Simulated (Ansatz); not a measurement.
**Bi, omega (AlB2-type): geometry optimisation**

Method: Ansatz 0.2.0, DFT, PBEsol, plane waves (420 eV) with PAW, scalar-relativistic. (PAW data from PBE, frozen cores regenerated.)

k-point mesh 7×7×9, Fermi-Dirac smearing 0.1 eV, no spin polarisation. Cell and atoms relax.

Starting structure:

```
Bi
1.0
     5.64603    0.00000    0.00000
    -2.82301    4.88960    0.00000
     0.00000    0.00000    3.46101
Bi
3
Direct
  0.00000 0.00000 0.00000
  0.33333 0.66667 0.50000
  0.66667 0.33333 0.50000
```

What cell does the relaxation end in?

P6/mmm with a = 5.627 Å, c = 3.323 Å (c/a = 0.591); 30.38 Å³ per atom against 31.85 at the start (-4.6 %).

How much energy does the relaxation gain?

17.6 meV per atom.

Path of the relaxation (the plane waves are chosen anew near the end, which can shift the energy a little):

| step | E − E(final) (meV/atom) | V (Å³/atom) | P (GPa) | max force (eV/Å) |
| --- | --- | --- | --- | --- |
| 0 | 17.57 | 31.849 | -2.49 | 0.000 |
| 1 | 2.61 | 29.756 | 1.22 | 0.000 |
| 2 | 0.04 | 30.323 | 0.08 | 0.000 |
| 3 | -0.28 | 30.377 | 0.00 | 0.000 |
| 4 | 0.00 | 30.377 | 0.01 | 0.000 |
